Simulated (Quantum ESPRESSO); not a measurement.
# Moving one atom in Si6PGa

These are calculations, not measurements. They come from pw.x of Quantum ESPRESSO 7.5, a plane-wave density functional program, with PseudoDojo standard norm-conserving files (v0.5 for PBE, v0.4.1 for LDA and PBEsol). The cells are made up: elements, strain and atom displacements were drawn at random, and nothing was relaxed. There is no spin polarisation, spin-orbit coupling or dispersion term.

The cell has 8 sites of a zincblende or diamond lattice. Sites 1 to 4 hold Si Si Si Si; sites 5 to 8 hold P Si Si Ga. Cell vectors in Å: (5.467, -0.106, 0.008); (-0.106, 5.459, -0.011); (0.008, -0.011, 5.503). Settings: PBE, cutoff 1088 eV, 6 x 6 x 6 k mesh shifted by half a step, Fermi-Dirac smearing of 0.1 eV.

Each run shifts the Si atom on site 2 along x and leaves all else fixed. Site 7 is one of its nearest neighbours. E is the free energy of the cell above the lowest run shown.

```
run,shift (Å),Fx on site 2 (eV/Å),Fx on site 7 (eV/Å),P (GPa),E (meV)
1,-0.1267,-0.164,0.492,1.92,0.0
3,-0.0334,-1.263,0.789,1.91,66.8
4,-0.0147,-1.478,0.843,1.93,92.4
5,0.0008,-1.655,0.887,1.94,116.7
6,0.0988,-2.725,1.130,2.14,332.1
7,0.1179,-2.921,1.171,2.19,386.1
2,-0.0700,?,?,?,?
```

A rerun of one of these cells at 1377 eV and k mesh 8 x 8 x 8 moved values by no more than 0.002 eV in the cell's energy, 0.02 GPa in stress and 0.003 eV/Å in force.

## Worked fit

A parabola through the six runs shown gives Fx on site 2 = -1.645 - 11.25 u + 3.5 u² eV/Å, with u in Å and a scatter of 0.003 eV/Å. Minus the slope, 11.25 ± 0.11 eV/Å², is this atom's force constant along x at u = 0, with its periodic images moving too. The fitted force does not vanish within the range. The error is the larger of the fit's own and the change that a cubic makes, rounded up.

## Withheld run

Question: what Fx on site 2 should run 2 give?

The fit gives -0.840 eV/Å. The calculation gave -0.835 eV/Å.

| run | shift (Å) | Fx on site 2 (eV/Å) | Fx on site 7 (eV/Å) | P (GPa) | E (meV) |
| --- | --- | --- | --- | --- | --- |
| 2 | -0.0700 | -0.835 | 0.678 | 1.90 | 28.4 |